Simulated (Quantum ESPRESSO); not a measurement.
Space group P6₃/mmc (No. 194); a = 3.2800 Å, b = 3.2800 Å, c = 12.7812 Å, α = 90.00°, β = 90.00°, γ = 120.00°

```csv
atom,site,symmetry,x,y,z
Se,4f,3m.,0.6667,0.3333,0.1182
W,2c,-6m2,0.3333,0.6667,0.2500
```

Cell and atoms were relaxed with PBE+D3(BJ) from Materials Project entry mp-1821, within its symmetry.

What does PBE (stringent potentials; Quantum ESPRESSO, PseudoDojo norm-conserving, 104 Ry, scalar-relativistic) give for the electronic structure near the Fermi level?

The PBE gap is indirect, 0.88 eV, from Γ to 43 % of the way from K to Γ; the smallest direct gap is 1.56 eV. Spin-orbit coupling is left out, which matters for elements this heavy: edges can move by tenths of an eV.
